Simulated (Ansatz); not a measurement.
Input, command and steps of an Ansatz relaxation.

```yaml
crystal:
  lattice:
    - [0.0, 2.7347129926, 2.7347129926]
    - [2.7347129926, 0.0, 2.7347129926]
    - [2.7347129926, 2.7347129926, 0.0]
  atoms:
    - { symbol: Na, position: [0.0, 0.0, 0.0] }
    - { symbol: Hf, position: [0.5, 0.5, 0.5] }
basis:
  ecutwfc: 420
kpoints:
  mp_grid: { grid: [6, 6, 6] }
hamiltonian:
  xc: pbe
scf:
  occupations: { method: gaussian, width: 0.1 }
  lower_state_search: "off"
output:
  forces: true
  stress: true
  eigenvalues: true
relax:
  adjacent_minimum: "off"
  f_tol: 0.04
  max_steps: 70
  cell: { stress_tol: 0.4 }
```

```bash
ansatz run input.yaml --threads 1 --pin off --max-ram 2560MiB --backend cpu --events-out ev --progress --plain --runs-dir out
```

The calculation used DFT PBE, scalar-relativistic, plane waves, PAW (Ansatz 0.2.0).

Of 5 frames 5 are shown, positions in Å and forces in eV/Å; the SCF threshold varies from step to step. Steps run on the plane waves of an earlier cell, with a Pulay correction in the pressure. The basis is chosen afresh for the last frame, the zero of the energies, and at times for earlier ones too; energy and pressure step there, also at an unchanged geometry.

```xyz
2
Lattice="0.0000 2.7347 2.7347 2.7347 0.0000 2.7347 2.7347 2.7347 0.0000" Properties=species:S:1:pos:R:3:forces:R:3 pbc="T T T" step=1 free_energy_over_end_meV_per_atom=142.02 pressure_GPa=11.67
Na    0.0000    0.0000    0.0000    0.0000    0.0000    0.0000
Hf    2.7347    2.7347    2.7347    0.0000    0.0000    0.0000
2
Lattice="0.0000 2.8680 2.8680 2.8680 0.0000 2.8680 2.8680 2.8680 0.0000" Properties=species:S:1:pos:R:3:forces:R:3 pbc="T T T" step=2 free_energy_over_end_meV_per_atom=12.14 pressure_GPa=2.62
Na    0.0000    0.0000    0.0000    0.0000    0.0000    0.0000
Hf    2.8680    2.8680    2.8680    0.0000    0.0000    0.0000
2
Lattice="0.0000 2.9118 2.9118 2.9118 0.0000 2.9118 2.9118 2.9118 0.0000" Properties=species:S:1:pos:R:3:forces:R:3 pbc="T T T" step=3 free_energy_over_end_meV_per_atom=1.47 pressure_GPa=0.61
Na    0.0000    0.0000    0.0000    0.0000    0.0000    0.0000
Hf    2.9118    2.9118    2.9118    0.0000    0.0000    0.0000
2
Lattice="0.0000 2.9276 2.9276 2.9276 0.0000 2.9276 2.9276 2.9276 0.0000" Properties=species:S:1:pos:R:3:forces:R:3 pbc="T T T" step=4 free_energy_over_end_meV_per_atom=0.81 pressure_GPa=-0.04
Na    0.0000    0.0000    0.0000    0.0000    0.0000    0.0000
Hf    2.9276    2.9276    2.9276    0.0000    0.0000    0.0000
2
Lattice="0.0000 2.9276 2.9276 2.9276 0.0000 2.9276 2.9276 2.9276 0.0000" Properties=species:S:1:pos:R:3:forces:R:3 pbc="T T T" step=5 free_energy_over_end_meV_per_atom=0.00 pressure_GPa=0.02
Na    0.0000    0.0000    0.0000    0.0000    0.0000    0.0000
Hf    2.9276    2.9276    2.9276    0.0000    0.0000    0.0000
```

The start puts this composition into another compound's structure type, which needn't suit it. At the end the space group is Fm-3m (tolerance 0.05 Å).

It took 3.4 s on 1 thread of Intel(R) Xeon(R) 6975P-C (Granite Rapids), with other jobs on the host, peak memory 0.37 GiB.

The k mesh is coarse. Spin–orbit coupling is left out, which can shift energies with elements as heavy as these.